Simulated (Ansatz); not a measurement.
The start is a relaxed LiCl cell deformed by the Cartesian strain tensor (xx, yy, zz, yz, xz, xy) = (-0.007, -0.078, -0.119, 0.037, 0.043, 0.005). A full variable-cell relaxation at zero pressure is run with PBE (plane waves to 420 eV, PAW, scalar-relativistic; Ansatz, an electronic-structure program). The first steps use a coarse 8×8×9 k-mesh.

Starting cell:
```
CELL_PARAMETERS angstrom
      0.12232     2.46833     2.36274
      2.66662     0.10687     2.37819
      2.57005     2.38721     0.20344
ATOMIC_POSITIONS crystal
  Cl 0.00000 0.00000 0.00000
  Li 0.50000 0.50000 0.50000
```

**Question.** How much energy is released per atom?

**Answer.** 0.15 eV/atom.

**Question.** How does the volume per atom move from start to end?

**Answer.** +24.4 %, from 13.72 to 17.08 Å³/atom.

**Question.** What band gap does the relaxed structure have at this level?

**Answer.** 6.26 eV, direct (no spin-orbit coupling).

Final values are on a 11×11×11 k-mesh of the relaxed cell. No spin polarisation in the result.

The run could not lose the symmetry of its start.

All atoms sit on sites fixed by symmetry, so only the cell could relax.
